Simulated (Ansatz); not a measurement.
YHSe in space group P-6m2 (No. 187; Y on 1a, H on 1c, Se on 1f), the program Ansatz at the LDA level (PAW). The conduction-band minimum lies at Γ, with 1 equivalent valley. Second derivatives d²E/dk² of the lowest band at one valley (eV·Å²), along Cartesian directions:

| direction | d²E/dk² |
|---|---|
| [100] | 40.57 |
| [010] | 40.57 |
| [001] | 12.98 |
| [110] | 40.57 |
| [101] | 26.78 |
| [011] | 26.78 |

Find the principal effective masses, the density-of-states mass and the conductivity mass.

Off-diagonal terms follow from H_xy = H[110] − (H_xx + H_yy)/2, and m*/mₑ = 7.620 eV·Å² over each eigenvalue: 0.19, 0.19, 0.59. One valley's DOS mass (m₁m₂m₃)^(1/3) = 0.27, conductivity mass 3/(Σ 1/mᵢ) = 0.24 mₑ.

What effective density of states Nc follows at 300 K for parabolic valleys?

Nc = 2.509e19 × 1 × (0.27)^(3/2) ≈ 3.5e18 cm⁻³.

With the computed static dielectric constant 13.6 (mean of the diagonal), estimate a hydrogenic donor's binding energy and radius.

E = 13.606 eV × 0.24/13.6² ≈ 18 meV; a = 0.529 Å × ε/m* ≈ 30 Å. Semilocal masses tend to be too small where the gap is.

The first step of the workflow began from a Materials Project structure, measured or hypothetical; the Crystallography Open Database copy checked does not list it. Whether it is the stable phase at ambient conditions was not checked. Symmetry was held in the LDA relaxation; phonons on a q-mesh show no instability. The run is not spin-polarised. Spin–orbit coupling is left out wherever it is not named.

Potentials: the later of the program's two PAW sets.
